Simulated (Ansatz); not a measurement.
Relaxed Ti (hcp, Mg type):

```xyz
2
Lattice="2.9363 0.0000 0.0000 -1.4681 2.5429 0.0000 0.0000 0.0000 4.6372" Properties=species:S:1:pos:R:3 pbc="T T T"
Ti     0.0000     1.6953     3.4779
Ti     1.4681     0.8476     1.1593
```

In this cell atom 2 (Ti, nearest neighbour Ti at 2.872 Å; its periodic images, 2.9 Å or more away, move with it) is moved by s along Cartesian [110], unit vector (0.707, 0.707, 0.000); all other atoms and the cell stay fixed.

The numbers are results of r2SCAN (plane waves to 500 eV, PAW, scalar-relativistic; Ansatz, a first-principles code), not measurements. k mesh 15×15×8 (Γ-centred), Fermi-Dirac smearing 0.05 eV. E stands for the smeared free energy. With partly filled bands, energies and forces of such displacements shift with the k mesh and the smearing. The PAW data are Ansatz's earlier set. Ti is run without spin polarisation. Ti was relaxed with its symmetry unable to fall. ΔE is measured from the undisplaced structure. The last digit holds for this mesh only.

| s (Å) | ΔE (meV/cell) |
|---|---|
| -0.290 | 70.6 |
| -0.232 | 47.1 |
| -0.174 | 27.5 |
| -0.116 | 12.6 |
| -0.058 | 3.2 |
| 0.000 | 0.0 |
| 0.058 | 3.3 |
| 0.116 | 13.0 |
| 0.174 | 28.5 |
| 0.232 | 48.9 |
| 0.290 | withheld |

Problem. Fit a polynomial form (powers 2, 3, 4) to the given rows and predict ΔE at s = 0.290.

Solution. Least squares on the 10 given rows: ΔE = (958.4)·s² + (69.96)·s³ + (-1186)·s⁴, in meV/cell with s in Å; root-mean-square residual 0.12 meV/cell. At 0.290 the fit gives 73.9 meV/cell; the calculation gives 72.4 meV/cell, so the extrapolation is off by 1.5 (+2.1 %). The quadratic term alone would give 80.6 meV/cell.

(A displaced cell: forces are minus the slopes of the energy, force constants its curvatures, and phonons follow from these.)
